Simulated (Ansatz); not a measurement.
Here is the system:

AgBr:
```xyz
2
Lattice="0.0000 2.8372 2.8372 2.8372 0.0000 2.8372 2.8372 2.8372 0.0000" Properties=species:S:1:pos:R:3 pbc="T T T"
Ag     2.8372     2.8372     2.8372
Br     0.0000     0.0000     0.0000
```

This is the PBEsol-relaxed structure.

Problem. All from PBEsol in the plane-wave PAW code Ansatz, unless another level is named. Estimate the Debye temperature from the elastic constants.

Solution. 147 K.

Problem. Next, the elastic constants (relaxed ions, GPa)?

Solution. C11 = 77.8, C12 = 39.6, C44 = 6.9.

Space group Fm-3m (rock salt). The PBEsol relaxation kept the symmetry of its start. The run is not spin-polarised.

Potentials: the later of the program's two PAW sets.
